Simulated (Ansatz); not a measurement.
This NbTe6Mo2 structure is the end of a relaxation. The cell was found from a structure generator's guess, not taken from experiment.

These are results of DFT PBE, scalar-relativistic, plane waves, PAW in Ansatz, not measurements. Cutoff 420 eV, Γ-centred mesh, Gaussian smearing, no spin polarisation.

```
Nb Te Mo
1.0
     3.08727    1.78243    7.99082
    -3.08727    1.78243    7.99082
     0.00000   -3.56487    7.99082
Nb Te Mo
1 6 2
Direct
  0.00000 0.00000 0.00000
  0.07721 0.73995 0.41472
  0.41472 0.07721 0.73995
  0.73995 0.41472 0.07721
  0.26005 0.58528 0.92279
  0.58528 0.92279 0.26005
  0.92279 0.26005 0.58528
  0.33336 0.33336 0.33336
  0.66664 0.66664 0.66664
```

Formation energies are uncorrected and refer to the elements' standard structures at the same level.

**Question.** What space group does it have?

**Answer.** R-3 (No. 148). Conventional cell: a = 6.175 Å, c = 23.972 Å. Around Nb lie 6 Te at 2.79 Å; Te is surrounded by 2 Mo at 2.76 Å and 1 Nb at 2.79 Å; Mo has 6 Te at 2.76 Å.

**Question.** What is its formation energy per atom?

**Answer.** −0.22 eV/atom. It lies below the elements, which doesn't yet make it stable against other compounds or structures.

**Question.** Is it a metal?

**Answer.** Yes, bands cross the Fermi level on the 6×6×6 mesh.

The last run used a 6×6×6 mesh for its 9-atom cell and Gaussian smearing of 0.10 eV. No dispersion correction is applied, so the spacing and binding between layers, chains or molecules are poorly described. These runs have no spin–orbit coupling, which can matter for Te. The reference form of Te is held partly by dispersion forces, which this level lacks. Symmetry constrained the relaxation, so the result can be a saddle point.
